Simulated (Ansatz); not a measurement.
**Structures of RbSi2: which is lowest?**

Plane-wave DFT in Ansatz with scalar-relativistic PAW potentials, cutoff 420 eV, Γ-centred meshes chosen by cell and gap, Gaussian smearing with energies taken to zero width. Every cell was relaxed (cell and atoms) in a run of its own, within the symmetry of its start. Functional: PBE.

Relaxed structures (starts from databases or built by putting these elements on another compound's sites):
A. R3m, 3 atoms in the computed cell, a = 3.957 Å, c = 18.749 Å; sites (symmetry × multiplicity) Rb 3m × 3, Si 3m × 3 + 3m × 3; start: built
B. I4_1/amd, 6 atoms in the computed cell, a = 4.827 Å, c = 14.108 Å; sites (symmetry × multiplicity) Rb -4m2 × 4, Si 2mm. × 8; start: built

Question: Rank them by energy. Could pressure change the order?

Answer:
```tsv
structure	group	E − E(lowest) (meV/atom)	V (Å³/atom)	gap on mesh (eV)
A	R3m	0.0	28.24	0.00
B	I4_1/amd	277	27.39	0.00
```

A is lowest, 277 meV/atom under B. B is denser by 0.85 Å³/atom, so pressure favours it: ΔE/ΔV, with ΔE in eV and 1 eV/Å³ = 160.2 GPa, gives about 52 GPa for equal enthalpy if both cells were rigid; at such pressures compression changes ΔV much, so this is a scale only. Other structures may lie lower than all of these, and vibrations aren't counted.